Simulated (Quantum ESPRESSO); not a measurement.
pw.x input (Quantum ESPRESSO 7.5; LDA, PseudoDojo standard norm-conserving files, scalar-relativistic):

```
&CONTROL
  calculation = 'scf'
  pseudo_dir = './pseudo'
  outdir = './out'
  tprnfor = .true.
  tstress = .true.
/
&SYSTEM
  ibrav = 0
  nat = 10
  ntyp = 3
  ecutwfc = 84.0
  ecutrho = 336.0
  occupations = 'smearing'
  smearing = 'fd'
  degauss = 0.002
  nbnd = 48
/
&ELECTRONS
  conv_thr = 1e-09
/
ATOMIC_SPECIES
O 15.9990 O.upf
Ti 47.8670 Ti.upf
Sr 87.6200 Sr.upf
CELL_PARAMETERS angstrom
 -2.765795000000   2.765795000000   3.914720000000
  2.765795000000  -2.765795000000   3.914720000000
  2.765795000000   2.765795000000  -3.914720000000
ATOMIC_POSITIONS crystal
O   0.241050000000   0.741050000000   0.982100000000
O   0.758950000000   0.258950000000   0.017900000000
O   0.741050000000   0.758950000000   0.500000000000
O   0.258950000000   0.241050000000   0.500000000000
O   0.750000000000   0.750000000000  -0.000000000000
O   0.250000000000   0.250000000000   0.000000000000
Ti   0.000000000000   0.000000000000   0.000000000000
Ti   0.500000000000   0.500000000000   0.000000000000
Sr   0.750000000000   0.250000000000   0.500000000000
Sr   0.250000000000   0.750000000000   0.500000000000
K_POINTS automatic
8 8 8 0 0 0
```

End of the output:

```

[...]
     the Fermi energy is    10.4569 ev
!    total energy              =    -574.03432012 Ry
     estimated scf accuracy    <          6.7E-11 Ry
     smearing contrib. (-TS)   =      -0.00000000 Ry
     internal energy E=F+TS    =    -574.03432012 Ry
     The total energy is F=E-TS. E is the sum of the following terms:
     one-electron contribution =    -152.29877795 Ry
     hartree contribution      =     120.18103992 Ry
     xc contribution           =    -117.63475026 Ry
     ewald contribution        =    -424.28183183 Ry
     convergence has been achieved in  16 iterations
     Forces acting on atoms (cartesian axes, Ry/au):
     atom    1 type  1   force =    -0.00050378   -0.00050378    0.00000000
     atom    2 type  1   force =     0.00050378    0.00050378    0.00000000
     atom    3 type  1   force =     0.00050378   -0.00050378    0.00000000
     atom    4 type  1   force =    -0.00050378    0.00050378    0.00000000
     atom    5 type  1   force =     0.00000000    0.00000000    0.00000000
     atom    6 type  1   force =     0.00000000    0.00000000    0.00000000
     atom    7 type  2   force =    -0.00000000   -0.00000000   -0.00000000
     atom    8 type  2   force =     0.00000000    0.00000000   -0.00000000
     atom    9 type  3   force =     0.00000000    0.00000000    0.00000000
     atom   10 type  3   force =    -0.00000000   -0.00000000    0.00000000
     Total force =     0.001425     Total SCF correction =     0.000001
     Computing stress (Cartesian axis) and pressure
          total   stress  (Ry/bohr**3)                   (kbar)     P=      -86.05
  -0.00058438   0.00000000   0.00000000          -85.97        0.00        0.00
   0.00000000  -0.00058438   0.00000000            0.00      -85.97        0.00
   0.00000000   0.00000000  -0.00058618            0.00        0.00      -86.23
```
In a gapped system the printed Fermi energy is only some level inside the gap.

Geometry of the Materials Project entry, not relaxed at this level.
